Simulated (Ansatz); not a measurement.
# Data sheet: BaN (DFT)

BaN:
```xyz
2
Lattice="0.0000 3.0292 3.0292 3.0292 0.0000 3.0292 3.0292 3.0292 0.0000" Properties=species:S:1:pos:R:3 pbc="T T T"
Ba     0.0000     0.0000     0.0000
N      4.5439     4.5439     4.5439
```

Space group F-43m (No. 216), zinc blende; conventional cell a = 6.0585 Å, b = 6.0585 Å, c = 6.0585 Å, α = 90.00°, β = 90.00°, γ = 90.00°.

Method: PBE in the plane-wave PAW code Ansatz. Geometry: relaxed at this level of theory. Other levels are named where they apply.

Cell and energy:

```yaml
volume_per_atom: 27.80 Å³
density: 4.52 g/cm³
Formation energy from the elements (no fitted shifts): 0.22 eV/atom
```

Electronic structure:

```yaml
electronic_character: metallic (no gap)
Density of states at the Fermi level: 1.8 states/eV per atom (mean over ±0.08 eV)
Gap with spin–orbit coupling: none (metallic)
```

Mechanics:

```yaml
Bulk modulus (Birch–Murnaghan fit): 39.7 GPa
Pressure derivative B′: 4.0
```

The start of the workflow was typed in or built on a structure type; neither database checked (COD, Materials Project) lists it. Its standing as an ambient phase is unchecked. Symmetry was held in the PBE relaxation; whether a distortion lowers the energy is not shown. Its formation energy is positive at this level, so the cell may be metastable or incomplete. With an odd number of electrons in the cell and no spin polarisation, the count alone makes it a metal. The references are the lowest solids computed at this level, not always the standard phases (solids in place of the gases). Scalar-relativistic: spin–orbit coupling is off unless named, which matters more the heavier the elements.

Potentials: the earlier of the program's two PAW sets.
